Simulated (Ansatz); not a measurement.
Ca: clamped-ion strain scan

Theory: DFT PBEsol, scalar-relativistic, plane waves, PAW (Ansatz). Settings: plane waves to 420 eV, k-mesh 14×14×14 (Γ-centred), Gaussian smearing 0.15 eV. No spin polarisation. Energies are free energies at this smearing, counted from the undisturbed cell; pressure is positive in compression.

Reference structure (as given, not relaxed at this level; it stands at -1.2 GPa):

```
Ca
1.0
     0.00000    2.79420    2.79420
     2.79420    0.00000    2.79420
     2.79420    2.79420    0.00000
Ca
1
Direct
  0.00000 0.00000 0.00000
```

The cell is strained by ε times the Voigt pattern (1, 0, 0, 0, 0, 0) (xx, yy, zz, yz, xz, xy; engineering shear) with fractional coordinates fixed. The cell is metallic on the mesh throughout.

| ε | ΔE (meV/atom) |
| --- | --- |
| -0.0600 | -9.3 |
| -0.0450 | -8.8 |
| -0.0300 | -7.1 |
| -0.0150 | -4.2 |
| 0.0000 | 0.0 |
| 0.0150 | 5.3 |
| 0.0300 | 11.8 |
| 0.0450 | 19.4 |
| 0.0525 | 23.7 |
| 0.0600 | 28.2 |

**Question.** Predict the pressure (GPa) at each point.

**Answer.**
```
      ε  pressure (GPa)
-0.0600            -0.2
-0.0450            -0.5
-0.0300            -0.7
-0.0150            -0.9
 0.0000            -1.2
 0.0150            -1.4
 0.0300            -1.6
 0.0450            -1.7
 0.0525            -1.8
 0.0600            -1.9
```